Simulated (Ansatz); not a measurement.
BAs:
Space group F-43m (No. 216); a = b = c = 4.7678 Å, α = β = γ = 90.00°

```
atom  site  symmetry       x       y       z
----  ----  --------  ------  ------  ------
B       4c      -43m  0.2500  0.2500  0.2500
As      4a      -43m  0.0000  0.0000  0.0000
```
(The calculation used a cell of 2 atoms; values per cell refer to that cell.)

Relaxed with PBEsol. 

Task: HSE06 on this cell (Ansatz, a program for electronic structure, PAW) gives a gap of 1.82 eV. What does PBEsol give?

Result: 1.08 eV.

Cost on shared cores: the PBEsol run (SCF on a 10×10×10 mesh, then bands and DOS) about 14 core-seconds (a rough figure), the HSE06 run (SCF on 7×7×7, then a few points) about 70 core-seconds (a rough figure); the tasks are unlike.

Symmetry was held in the PBEsol relaxation. Spin–orbit coupling is left out wherever it is not named.

Potentials: the earlier of the program's two PAW sets. The files were generated under PBE; for other functionals the program regenerates the frozen cores, and for LDA and PBEsol the local potential too.

Ansatz is a plane-wave DFT program.
